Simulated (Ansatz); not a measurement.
## TiO₂: the gap from level to level

A database entry relaxed whole under r2SCAN at zero pressure (Pbca, No. 61):

```
CELL_PARAMETERS angstrom
5.13636 0.00000 0.00000
0.00000 9.19007 0.00000
0.00000 0.00000 5.45372
ATOMIC_POSITIONS crystal
Ti 0.13826 0.12897 0.90563
Ti 0.63826 0.37103 0.09437
Ti 0.86174 0.62897 0.59437
Ti 0.36174 0.87103 0.40563
Ti 0.86174 0.87103 0.09437
Ti 0.36174 0.62897 0.90563
Ti 0.13826 0.37103 0.40563
Ti 0.63826 0.12897 0.59437
O 0.46478 0.23016 0.89008
O 0.96478 0.26984 0.10992
O 0.53522 0.73016 0.60992
O 0.03522 0.76984 0.39008
O 0.53522 0.76984 0.10992
O 0.03522 0.73016 0.89008
O 0.46478 0.26984 0.39008
O 0.96478 0.23016 0.60992
O 0.81737 0.01014 0.85076
O 0.31737 0.48986 0.14924
O 0.18263 0.51014 0.64924
O 0.68263 0.98986 0.35076
O 0.18263 0.98986 0.14924
O 0.68263 0.51014 0.85076
O 0.81737 0.48986 0.35076
O 0.31737 0.01014 0.64924
```

Its volume is 10.73 Å³ an atom, +0.0 % against the entry's 10.73, which is old or was flagged in a check.

Single points on this cell with plane-wave PAW DFT (Ansatz 0.2.0; r2SCAN 500 eV, hybrids 420 eV; fermi-dirac occupations of width 0.020 eV; no moments): r2SCAN on a 6×4×4 Γ-centred mesh; HSE06 on a 2×2×2 Γ-centred mesh; PBE0 on a 2×2×2 Γ-centred mesh.

What does each level give for gap and charges?

The runs give:

```csv
level,"gap (eV), or kind",pressure (GPa),Bader charge of Ti (e),Bader charge of O (e)
r2SCAN,2.74,0.0,+2.36,-1.18
HSE06,3.87,-2.7,+2.44,-1.22
PBE0,4.63,-2.9,+2.45,-1.22
```

Under r2SCAN the gap is 2.74 eV, over mesh and band path. HSE06 moves it by +1.13 eV and PBE0 by +1.89 eV; PBE0 keeps its exact exchange at long range, which widens the gap over HSE06's by 0.76 eV on their common mesh. The charge on Ti goes from +2.36 to +2.44 e under HSE06.

Caveats: the relaxation kept the start's symmetry; HSE06 is read on its mesh and at the zone's corners, PBE0 on its mesh alone; hybrid pressures are good to a few tenths of a GPa; pressure is positive in compression.
